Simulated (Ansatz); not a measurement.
Input for Ansatz (plane-wave DFT, PAW):

```yaml
crystal:
  lattice:
    - [1.50659145, 0.8698309792, 5.3990454898]
    - [-1.50659145, 0.8698309792, 5.3990454898]
    - [0.0, -1.7396619585, 5.3990454898]
  atoms:
    - { symbol: Na, position: [0.0, 0.0, 0.0] }
    - { symbol: Ti, position: [0.5, 0.5, 0.5], spin: 0.73 }
    - { symbol: O, position: [0.76380361, 0.76380361, 0.76380361] }
    - { symbol: O, position: [0.23619639, 0.23619639, 0.23619639] }
basis:
  ecutwfc: 500
kpoints:
  mp_grid: { grid: [18, 18, 18] }
hamiltonian:
  xc: r2scan
scf:
  occupations: { method: gaussian, width: 0.1 }
output:
  forces: true
  stress: true
  eigenvalues: true
  populations: true
magnetization:
  spin_polarized: true
relax:
  adjacent_minimum: "off"
  f_tol: 0.005
  max_steps: 80
  cell: { stress_tol: 0.05 }
```

Command:
```bash
ansatz run input.yaml --threads 1 --pin off --max-ram 2560MiB --backend cpu --events-out ev --progress --plain --runs-dir out
```

Level of theory: DFT r2SCAN, scalar-relativistic, plane waves, PAW in Ansatz 0.2.0.

Part of what the program printed, abridged (iterations and final results):

```
SCF iter   1: F=—  HF=-5135.778157 eV  |F-HF|=—  |Δ(HF+E_count)|=         —  Δρ=3.59e-2 (↑3.59e-2 ↓3.59e-2) dr2=1.29e0  dr2_τ=2.85e-2  dr2_m=1.23e-2  M=0.683 μB ∫|m|=0.705 μB  β_m=1.00  ethr=3.10e-3  ⟨swp⟩=5.0  Hψ=93004  notcnv=0
Mixer restart at iter 1: flushing history
spin=Collinear: Kerker preconditioning applied to the charge; magnetization (m = ρ↑ − ρ↓) channel mixes plain (no charge-response kernel on spin).
SCF iter   2: F=—  HF=-5135.806225 eV  |F-HF|=—  |Δ(HF+E_count)|=   2.81e-2  Δρ=2.50e-2 (↑2.50e-2 ↓2.50e-2) dr2=7.06e-1  dr2_τ=1.26e-2  dr2_m=5.94e-3  M=0.794 μB ∫|m|=0.801 μB  β_m=0.56  ethr=3.10e-3  ⟨swp⟩=2.0  Hψ=38275  notcnv=0  defer=265  κ⁻¹=1.0e0(r=1)
SCF iter   3: F=—  HF=-5135.715103 eV  |F-HF|=—  |Δ(HF+E_count)|=   9.11e-2  Δρ=1.17e-2 (↑1.17e-2 ↓1.04e-2) dr2=1.51e-1  dr2_τ=2.64e-3  dr2_m=8.45e-3  M=0.940 μB ∫|m|=0.951 μB  β_m=1.00  ethr=2.14e-3  ⟨swp⟩=2.0  Hψ=46462  notcnv=0  defer=265  κ⁻¹=1.2e-1(r=2)
SCF iter   4: F=—  HF=-5135.769999 eV  |F-HF|=—  |Δ(HF+E_count)|=         —  Δρ=6.17e-3 (↑6.17e-3 ↓5.70e-3) dr2=3.54e-2  dr2_τ=5.30e-4  dr2_m=1.40e-3  M=1.000 μB ∫|m|=1.018 μB  β_m=1.00  ethr=4.57e-4  ⟨swp⟩=2.0  Hψ=43190  notcnv=0  defer=265
Mixer restart at iter 4: flushing history
SCF iter   5: F=—  HF=-5135.773910 eV  |F-HF|=—  |Δ(HF+E_count)|=   3.91e-3  Δρ=4.30e-3 (↑4.30e-3 ↓4.18e-3) dr2=2.36e-2  dr2_τ=2.49e-4  dr2_m=1.09e-4  M=1.000 μB ∫|m|=1.023 μB  β_m=1.00  ethr=1.07e-4  ⟨swp⟩=1.8  Hψ=26535  notcnv=0  defer=264  κ⁻¹=1.0e0(r=1)
SCF iter   6: F=—  HF=-5135.779382 eV  |F-HF|=—  |Δ(HF+E_count)|=   5.47e-3  Δρ=1.76e-3 (↑1.76e-3 ↓1.75e-3) dr2=5.83e-3  dr2_τ=3.61e-5  dr2_m=1.74e-4  M=1.000 μB ∫|m|=1.032 μB  β_m=1.00  ethr=7.14e-5  ⟨swp⟩=2.0  Hψ=47359  notcnv=0  defer=265  κ⁻¹=2.7e-2(r=2)
SCF iter   7: F=—  HF=-5135.780093 eV  |F-HF|=—  |Δ(HF+E_count)|=   7.11e-4  Δρ=8.46e-4 (↑7.81e-4 ↓8.46e-4) dr2=1.05e-3  dr2_τ=1.25e-5  dr2_m=1.22e-5  M=0.999 μB ∫|m|=1.025 μB  β_m=1.00  ethr=1.77e-5  ⟨swp⟩=2.3  Hψ=43885  notcnv=0  defer=265  κ⁻¹=6.3e-3(r=3)
SCF iter   8: F=—  HF=-5135.779894 eV  |F-HF|=—  |Δ(HF+E_count)|=   1.99e-4  Δρ=3.16e-4 (↑2.85e-4 ↓3.16e-4) dr2=1.92e-4  dr2_τ=4.00e-6  dr2_m=6.53e-6  M=0.999 μB ∫|m|=1.024 μB  β_m=1.00  ethr=3.17e-6  ⟨swp⟩=2.3  Hψ=39278  notcnv=0  defer=265  κ⁻¹=1.6e-3(r=4)
SCF iter   9: F=—  HF=-5135.779934 eV  |F-HF|=—  |Δ(HF+E_count)|=   3.91e-5  Δρ=1.85e-4 (↑1.83e-4 ↓1.85e-4) dr2=1.03e-4  dr2_τ=1.24e-6  dr2_m=4.32e-7  M=1.000 μB ∫|m|=1.026 μB  β_m=1.00  ethr=5.80e-7  ⟨swp⟩=2.0  Hψ=31103  notcnv=0  defer=265  κ⁻¹=9.5e-4(r=5)
SCF iter  10: F=—  HF=-5135.779932 eV  |F-HF|=—  |Δ(HF+E_count)|=   1.91e-6  Δρ=1.20e-4 (↑1.15e-4 ↓1.20e-4) dr2=2.94e-5  dr2_τ=2.92e-7  dr2_m=1.42e-6  M=1.000 μB ∫|m|=1.026 μB  β_m=1.00  ethr=3.12e-7  ⟨swp⟩=2.4  Hψ=38265  notcnv=0  defer=265  κ⁻¹=1.7e-4(r=6)
SCF iter  11: F=—  HF=-5135.779931 eV  |F-HF|=—  |Δ(HF+E_count)|=   4.59e-7  Δρ=6.88e-5 (↑6.53e-5 ↓6.88e-5) dr2=8.11e-6  dr2_τ=9.16e-8  dr2_m=1.20e-7  M=1.000 μB ∫|m|=1.026 μB  β_m=1.00  ethr=8.91e-8  ⟨swp⟩=2.0  Hψ=41896  notcnv=0  defer=265  κ⁻¹=3.0e-5(r=7)
SCF iter  12: F=—  HF=-5135.779933 eV  |F-HF|=—  |Δ(HF+E_count)|=   1.88e-6  Δρ=4.23e-5 (↑3.88e-5 ↓4.23e-5) dr2=2.61e-6  dr2_τ=5.15e-8  dr2_m=5.39e-8  M=1.000 μB ∫|m|=1.026 μB  β_m=1.00  ethr=2.46e-8  ⟨swp⟩=2.3  Hψ=39698  notcnv=0  defer=265  κ⁻¹=1.6e-5(r=8)
SCF iter  13: F=—  HF=-5135.779933 eV  |F-HF|=—  |Δ(HF+E_count)|=   3.02e-7  Δρ=2.09e-5 (↑1.73e-5 ↓2.09e-5) dr2=3.43e-7  dr2_τ=7.93e-9  dr2_m=9.22e-9  M=1.000 μB ∫|m|=1.026 μB  β_m=1.00  ethr=7.90e-9  ⟨swp⟩=2.0  Hψ=43561  notcnv=0  defer=265  κ⁻¹=3.6e-6(r=8)
SCF iter  14: F=—  HF=-5135.779934 eV  |F-HF|=—  |Δ(HF+E_count)|=   3.67e-7  Δρ=1.23e-5 (↑1.14e-5 ↓1.23e-5) dr2=1.54e-7  dr2_τ=3.00e-9  dr2_m=9.25e-10  M=1.000 μB ∫|m|=1.026 μB  β_m=1.00  ethr=1.04e-9  ⟨swp⟩=2.4  Hψ=41332  notcnv=0  defer=265  κ⁻¹=4.8e-6(r=8)
SCF iter  15: F=—  HF=-5135.779934 eV  |F-HF|=—  |Δ(HF+E_count)|=   2.16e-7  Δρ=5.35e-6 (↑4.99e-6 ↓5.35e-6) dr2=4.42e-8  dr2_τ=5.32e-10  dr2_m=6.00e-10  M=1.000 μB ∫|m|=1.026 μB  β_m=1.00  ethr=4.67e-10  ⟨swp⟩=2.0  Hψ=43445  notcnv=0  defer=265  κ⁻¹=6.5e-6(r=8)
SCF iter  16: F=-5135.779934 eV  HF=-5135.779934 eV  |F-HF|=1.26e-8  |Δ(HF+E_count)|=   6.71e-9  Δρ=3.21e-6 (↑3.10e-6 ↓3.21e-6) dr2=9.64e-9  dr2_τ=2.46e-10  dr2_m=6.38e-10  M=1.000 μB ∫|m|=1.026 μB  ethr=1.34e-10  ⟨swp⟩=2.9  Hψ=79410  notcnv=0
SCF 1 converged in 16 iterations: F = -5135.779934 eV  dr2 = 9.64e-9
relax step   1: F+E_penalty+E_count = -5135.77993393 eV  Δ(F+E_penalty+E_count) = +0.000e0 eV  max|allowed force component| = 1.415e-1 eV/Å  Δτ_max = 0.0000 Å  P = -0.478 GPa  Ω = 42.452 Å³  (16 SCF iters, dr2 threshold 1.00e-7 eV, accepted)
Crystal: 4 atoms, lattice volume = 42.444 Å³
Initial density: handed on by an earlier stage of this run
Starting moments: Σ|m| = 0.73 μB on 1 of 4 sites; this step starts from the density that it was given
Initial wavefunctions: those handed on with the density
SCF iter   1: F=—  HF=-5135.780956 eV  |F-HF|=—  |Δ(HF+E_count)|=         —  Δρ=3.74e-4 (↑3.74e-4 ↓2.97e-4) dr2=1.16e-4  dr2_τ=6.71e-4  dr2_m=2.71e-6  M=1.000 μB ∫|m|=1.025 μB  β_m=1.00  ethr=4.01e-7  ⟨swp⟩=2.0  Hψ=118468  notcnv=0
SCF iter   2: F=—  HF=-5135.781045 eV  |F-HF|=—  |Δ(HF+E_count)|=   8.93e-5  Δρ=1.35e-4 (↑1.35e-4 ↓1.28e-4) dr2=9.03e-6  dr2_τ=9.12e-7  dr2_m=4.83e-7  M=1.000 μB ∫|m|=1.025 μB  β_m=1.00  ethr=3.53e-7  ⟨swp⟩=2.0  Hψ=38754  notcnv=0  κ⁻¹=1.0e0(r=1)
SCF iter   3: F=—  HF=-5135.781071 eV  |F-HF|=—  |Δ(HF+E_count)|=   2.63e-5  Δρ=8.88e-5 (↑8.88e-5 ↓8.55e-5) dr2=4.79e-6  dr2_τ=3.02e-7  dr2_m=5.12e-8  M=1.000 μB ∫|m|=1.025 μB  β_m=1.00  ethr=2.74e-8  ⟨swp⟩=2.0  Hψ=31958  notcnv=0  κ⁻¹=1.1e-2(r=2)
SCF iter   4: F=—  HF=-5135.781092 eV  |F-HF|=—  |Δ(HF+E_count)|=   2.04e-5  Δρ=7.15e-5 (↑7.15e-5 ↓6.83e-5) dr2=3.80e-6  dr2_τ=1.66e-7  dr2_m=2.71e-8  M=1.000 μB ∫|m|=1.025 μB  β_m=1.00  ethr=1.45e-8  ⟨swp⟩=1.5  Hψ=25317  notcnv=0  κ⁻¹=2.2e-4(r=3)
SCF iter   5: F=—  HF=-5135.781136 eV  |F-HF|=—  |Δ(HF+E_count)|=   4.48e-5  Δρ=2.59e-5 (↑2.59e-5 ↓2.28e-5) dr2=7.01e-7  dr2_τ=8.06e-9  dr2_m=2.84e-9  M=1.000 μB ∫|m|=1.025 μB  β_m=1.00  ethr=1.15e-8  ⟨swp⟩=2.0  Hψ=43714  notcnv=0  κ⁻¹=2.7e-5(r=4)
SCF iter   6: F=—  HF=-5135.781141 eV  |F-HF|=—  |Δ(HF+E_count)|=   5.05e-6  Δρ=1.55e-5 (↑1.55e-5 ↓1.29e-5) dr2=3.10e-7  dr2_τ=3.12e-9  dr2_m=1.99e-9  M=1.000 μB ∫|m|=1.025 μB  β_m=1.00  ethr=2.12e-9  ⟨swp⟩=2.0  Hψ=40633  notcnv=0  κ⁻¹=1.0e-5(r=5)
SCF iter   7: F=-5135.781144 eV  HF=-5135.781144 eV  |F-HF|=3.67e-8  |Δ(HF+E_count)|=   2.81e-6  Δρ=6.58e-6 (↑6.58e-6 ↓5.29e-6) dr2=6.12e-8  dr2_τ=5.55e-10  dr2_m=1.16e-9  M=1.000 μB ∫|m|=1.025 μB  ethr=9.38e-10  ⟨swp⟩=2.0  Hψ=86030  notcnv=0
the search or the solves at the SCF's close seem to have found levels that the self-consistency loop had missed (the run counts 2). By its estimate they hold under 1e-12 electrons; where the run keeps them, the occupations were computed again with them
SCF 2 converged in 7 iterations: F = -5135.781144 eV  dr2 = 6.12e-8
relax step   2: F+E_penalty+E_count = -5135.78114420 eV  Δ(F+E_penalty+E_count) = -1.210e-3 eV  max|allowed force component| = 4.261e-2 eV/Å  Δτ_max = 0.0055 Å  P = -0.039 GPa  Ω = 42.444 Å³  energy of the carried Pulay correction = +4.288e-6 eV  (7 SCF iters, dr2 threshold 4.00e-7 eV, accepted)
Crystal: 4 atoms, lattice volume = 42.483 Å³
SCF iter   1: F=—  HF=-5135.781228 eV  |F-HF|=—  |Δ(HF+E_count)|=         —  Δρ=1.36e-4 (↑1.36e-4 ↓1.20e-4) dr2=1.13e-5  dr2_τ=1.78e-4  dr2_m=4.82e-7  M=1.000 μB ∫|m|=1.025 μB  β_m=1.00  ethr=3.70e-8  ⟨swp⟩=2.0  Hψ=116532  notcnv=0
SCF iter   2: F=—  HF=-5135.781244 eV  |F-HF|=—  |Δ(HF+E_count)|=   1.53e-5  Δρ=6.58e-5 (↑6.58e-5 ↓6.07e-5) dr2=1.82e-6  dr2_τ=1.68e-7  dr2_m=7.54e-8  M=1.000 μB ∫|m|=1.025 μB  β_m=1.00  ethr=3.43e-8  ⟨swp⟩=2.0  Hψ=42552  notcnv=0  κ⁻¹=1.0e0(r=1)
SCF iter   3: F=—  HF=-5135.781246 eV  |F-HF|=—  |Δ(HF+E_count)|=   2.65e-6  Δρ=4.38e-5 (↑4.38e-5 ↓4.06e-5) dr2=9.06e-7  dr2_τ=6.15e-8  dr2_m=1.02e-8  M=1.000 μB ∫|m|=1.025 μB  β_m=1.00  ethr=5.50e-9  ⟨swp⟩=2.1  Hψ=31361  notcnv=0  κ⁻¹=3.4e-3(r=2)
SCF iter   4: F=—  HF=-5135.781249 eV  |F-HF|=—  |Δ(HF+E_count)|=   2.65e-6  Δρ=2.85e-5 (↑2.85e-5 ↓2.61e-5) dr2=4.71e-7  dr2_τ=2.18e-8  dr2_m=3.88e-9  M=1.000 μB ∫|m|=1.025 μB  β_m=1.00  ethr=2.75e-9  ⟨swp⟩=2.3  Hψ=38012  notcnv=0  κ⁻¹=3.7e-4(r=3)
SCF iter   5: F=—  HF=-5135.781252 eV  |F-HF|=—  |Δ(HF+E_count)|=   2.76e-6  Δρ=7.84e-6 (↑7.84e-6 ↓7.71e-6) dr2=4.58e-8  dr2_τ=8.34e-10  dr2_m=6.94e-11  M=1.000 μB ∫|m|=1.026 μB  β_m=1.00  ethr=1.43e-9  ⟨swp⟩=2.0  Hψ=43713  notcnv=0  κ⁻¹=1.9e-5(r=4)
SCF iter   6: F=—  HF=-5135.781252 eV  |F-HF|=—  |Δ(HF+E_count)|=   1.18e-7  Δρ=4.32e-6 (↑4.32e-6 ↓3.14e-6) dr2=1.19e-8  dr2_τ=1.44e-10  dr2_m=2.71e-10  M=1.000 μB ∫|m|=1.026 μB  β_m=1.00  ethr=1.39e-10  ⟨swp⟩=2.2  Hψ=40304  notcnv=0  κ⁻¹=8.0e-6(r=5)
SCF iter   7: F=-5135.781252 eV  HF=-5135.781252 eV  |F-HF|=2.12e-9  |Δ(HF+E_count)|=   7.87e-8  Δρ=1.93e-6 (↑1.93e-6 ↓1.29e-6) dr2=3.78e-9  dr2_τ=4.08e-11  dr2_m=1.88e-10  M=1.000 μB ∫|m|=1.026 μB  ethr=3.59e-11  ⟨swp⟩=1.0  Hψ=72773  notcnv=0
SCF 3 converged in 7 iterations: F = -5135.781252 eV  dr2 = 3.78e-9
relax step   3: F+E_penalty+E_count = -5135.78125177 eV  Δ(F+E_penalty+E_count) = -1.076e-4 eV  max|allowed force component| = 1.823e-3 eV/Å  Δτ_max = 0.0029 Å  P = +0.020 GPa  Ω = 42.483 Å³  energy of the carried Pulay correction = -1.669e-5 eV  (7 SCF iters, dr2 threshold 1.13e-7 eV, accepted)
Initial wavefunctions: pseudopotential atomic-orbital guess (no wavefunctions were taken with the density)
SCF iter   1: F=—  HF=-5135.781269 eV  |F-HF|=—  |Δ(HF+E_count)|=         —  Δρ=5.65e-6 (↑5.65e-6 ↓4.69e-6) dr2=1.30e-8  dr2_τ=5.42e-9  dr2_m=4.96e-10  M=1.000 μB ∫|m|=1.026 μB  β_m=1.00  ethr=1.42e-8  ⟨swp⟩=3.9  Hψ=170094  notcnv=0
SCF iter   2: F=—  HF=-5135.781269 eV  |F-HF|=—  |Δ(HF+E_count)|=   4.33e-7  Δρ=3.72e-6 (↑3.72e-6 ↓3.54e-6) dr2=6.16e-9  dr2_τ=8.41e-10  dr2_m=7.14e-11  M=1.000 μB ∫|m|=1.026 μB  β_m=1.00  ethr=3.94e-11  ⟨swp⟩=2.1  Hψ=38096  notcnv=0  κ⁻¹=1.0e0(r=1)
SCF iter   3: F=—  HF=-5135.781269 eV  |F-HF|=—  |Δ(HF+E_count)|=  4.77e-10  Δρ=2.76e-6 (↑2.76e-6 ↓2.61e-6) dr2=1.97e-9  dr2_τ=4.12e-10  dr2_m=2.94e-11  M=1.000 μB ∫|m|=1.026 μB  β_m=1.00  ethr=1.87e-11  ⟨swp⟩=1.9  Hψ=29383  notcnv=0  κ⁻¹=1.7e-2(r=2)
SCF iter   4: F=—  HF=-5135.781269 eV  |F-HF|=—  |Δ(HF+E_count)|=   2.69e-9  Δρ=1.10e-6 (↑1.10e-6 ↓1.10e-6) dr2=7.16e-10  dr2_τ=5.76e-11  dr2_m=1.61e-12  M=1.000 μB ∫|m|=1.026 μB  β_m=1.00  ethr=5.97e-12  ⟨swp⟩=2.0  Hψ=42110  notcnv=0  κ⁻¹=2.9e-3(r=3)
SCF iter   5: F=—  HF=-5135.781269 eV  |F-HF|=—  |Δ(HF+E_count)|=  9.35e-10  Δρ=4.88e-7 (↑4.30e-7 ↓4.88e-7) dr2=2.40e-10  dr2_τ=6.70e-12  dr2_m=1.39e-12  M=1.000 μB ∫|m|=1.026 μB  β_m=1.00  ethr=2.17e-12  ⟨swp⟩=2.1  Hψ=31723  notcnv=0  κ⁻¹=1.0e-3(r=4)
SCF iter   6: F=—  HF=-5135.781269 eV  |F-HF|=—  |Δ(HF+E_count)|=  3.15e-10  Δρ=1.57e-7 (↑1.57e-7 ↓1.53e-7) dr2=2.04e-11  dr2_τ=2.51e-13  dr2_m=7.60e-14  M=1.000 μB ∫|m|=1.026 μB  β_m=1.00  ethr=1.00e-12  ⟨swp⟩=2.1  Hψ=36789  notcnv=0  κ⁻¹=1.2e-4(r=5)
SCF iter   7: F=-5135.781269 eV  HF=-5135.781269 eV  |F-HF|=1.46e-11  |Δ(HF+E_count)|=  8.91e-11  Δρ=1.41e-7 (↑1.41e-7 ↓1.00e-7) dr2=2.36e-11  dr2_τ=2.55e-13  dr2_m=3.76e-13  M=1.000 μB ∫|m|=1.026 μB  ethr=1.00e-12  ⟨swp⟩=3.0  Hψ=76612  notcnv=0
SCF 4 converged in 7 iterations: F = -5135.781269 eV  dr2 = 2.36e-11
SCF converged after 7 iterations
Stability not checked: this state was not tested for a lower state beside it, because the mixer in use, unlike msr1, does not test its closes by its own steps (another_mixer; see scf.mixing.algorithm and scf.lower_state_search)
Magnetization: 0.9996 μB (16.9998 up, 16.0002 down)
Absolute magnetization: 1.0264 μB (∫|ρ↑−ρ↓|, with the PAW one-centre terms)
Spin contamination: 0.0051 ħ² per cell (⟨S²⟩ above its minimum at these occupations)
Per-site moments (μB) at R_I (Å): [(0.00109501, 0.97057208), (0.67174488, 0.85304850), (0.01204272, 0.85304850), (0.01204272, 0.85304850)]
Free energy (F): -5135.781269 eV
Harris-Foulkes:  -5135.781269 eV  (|F-HF|=1.46e-11)
Internal energy: -5135.775546 eV  (E = F + TS)
E sigma→0 (E₀):  -5135.778408 eV
Entropy (-TS):   -0.005723 eV (-1.431 meV/atom)
Fermi energy:    11.749574 eV
--- Per-component energies (eV) ---
  E_band       = -367.376290
  E_kinetic    = 750.220113
  E_local      = -2522.562236  (includes V_loc(G=0)·N_el)
  E_nonlocal   = 217.434765
  E_hartree    = 934.551062
  E_xc         = -279.621641
  E_vxc        = -403.618559  (∫ρ·V_xc dr)
  E_paw        = -1643.942818  (= ΣΔE_a)
  E_vpaw       = -305.626081  (= ΣTr[D̂ρ^β])
  E_aug_tail   = 0.002190  (compensation charges beyond the density's cutoff)
  E_vtau       = 27.671454  (kinetic-family band-sum trace: ∫τ·v_τ [+ j·A + Jᵃ·Aᵃ] dr)
  E_ewald      = -2591.513374
  E_core_change = -0.343606  (= ΣΔE_core)
  E_smearing   = -0.005723  (= −TS)
--- Forces (eV/Å), atoms counted from 1 ---
  atom   1  Na     0.00000000     0.00000000     0.00000000
  atom   2  Ti     0.00000000     0.00000000     0.00000000
  atom   3  O      0.00000000     0.00000000    -0.00179745
  atom   4  O      0.00000000     0.00000000     0.00179745
--- Stress (GPa, compression-positive) ---
        0.009382       0.000000       0.000000
        0.000000       0.009382       0.000000
        0.000000       0.000000       0.042214
  P = ⅓ Tr σ = 0.0203 GPa (0.203 kbar)
--- Band table (eV; the first three rows and the last of 1160) ---
  k-point 0 ↑: bands = ["-49.3467", "-43.3721", "-24.6560", "-24.3614", "-24.3614", "-13.8662", "-13.7289", "-13.7289", "-10.0863", "-8.7960", "3.6549", "5.5013", "5.5013", "7.1906", "7.6960", "7.6960", "11.4058", "11.4058", "12.3421", "14.0619", "14.9822"]
  k-point 1 ↑: bands = ["-49.3449", "-43.3714", "-24.6521", "-24.3771", "-24.3644", "-13.8633", "-13.7374", "-13.7304", "-10.0507", "-8.8079", "3.7081", "5.4293", "5.5193", "7.2397", "7.5256", "7.6422", "11.4137", "11.4650", "12.3506", "14.1967", "14.9155"]
  k-point 2 ↑: bands = ["-49.3395", "-43.3696", "-24.6408", "-24.4222", "-24.3731", "-13.8547", "-13.7617", "-13.7346", "-9.9494", "-8.8409", "3.8610", "5.2586", "5.5689", "7.0780", "7.3389", "7.4997", "11.4168", "11.6237", "12.3826", "14.4237", "14.9233"]
  k-point 579 ↓: bands = ["-48.2683", "-43.3726", "-23.5308", "-23.2877", "-23.2877", "-13.8925", "-13.7287", "-13.7287", "-9.8057", "-8.9800", "4.6191", "5.6593", "5.6593", "6.0491", "7.6433", "7.6433", "12.9667", "12.9667", "13.4094", "15.4174", "15.4174"]
--- Relaxed structure (3 steps of the walk, 3 accepted, 1 SCFs on fresh bases) ---
  F+E_penalty+E_count = -5135.78126898 eV   max|allowed force component| = 1.797e-3 eV/Å   (the final SCF, on the basis selected at the relaxed cell)
  cell:  # Å, volume = 42.4827 Å³
    - [1.50497864, 0.86889982, 5.41452522]
    - [-1.50497864, 0.86889982, 5.41452522]
    - [0.0, -1.73779965, 5.41452522]
  atoms:
    - { symbol: Na, position: [0.0, 0.0, 0.0] }
    - { symbol: Ti, position: [0.50000000, 0.50000000, 0.50000000] }
    - { symbol: O, position: [0.76432087, 0.76432087, 0.76432087] }
    - { symbol: O, position: [0.23567912, 0.23567912, 0.23567912] }
--- Löwdin populations: 4 sites ---
  site symbol q [e]    m [muB]
     0     Na      8.2559     0.0063
     1     Ti     10.8229     0.9724
     2      O      6.8981     0.0067
     3      O      6.8981     0.0067
  spilling = 0.003785 (of n_electrons = 33.000000)
```

The relaxation met its thresholds.

It took 24 min on 1 thread of AMD EPYC (Zen 3), with other jobs on the host, peak memory 1.3 GiB.

The state reached may not be the lowest one.